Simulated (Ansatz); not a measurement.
According to DFT-PBE in the program Ansatz with PAW potentials, AlP in the hexagonal phase (P6_422; Al on 3c, P on 3d) relaxes to a = 3.851 Å, c = 8.689 Å. Its formation energy from the elements is -0.42 eV/atom, with no fitted shifts.

It is gapped at this level: 0.95 eV (indirect). The valence maximum lies at Γ and the conduction minimum at M (3 equivalent valleys). The electron mass is 0.15, 0.41, 1.4 mₑ (principal values). The hole mass is 0.15, 7.5, 7.5 mₑ (principal values).

An equation-of-state fit gives a bulk modulus of 90.3 GPa.

The start of the workflow was typed in or built on a structure type; neither database checked (COD, Materials Project) lists it. It is not the phase usual at ambient conditions (space group No. 216). The PBE relaxation kept the symmetry of its start; its stability against distortions is not shown here. Point labels and valley counts follow the cell and symmetry of the run, lower than the named group. The references are the lowest solids computed at this level, not always the standard phases.

Potentials: the earlier of the program's two PAW sets.
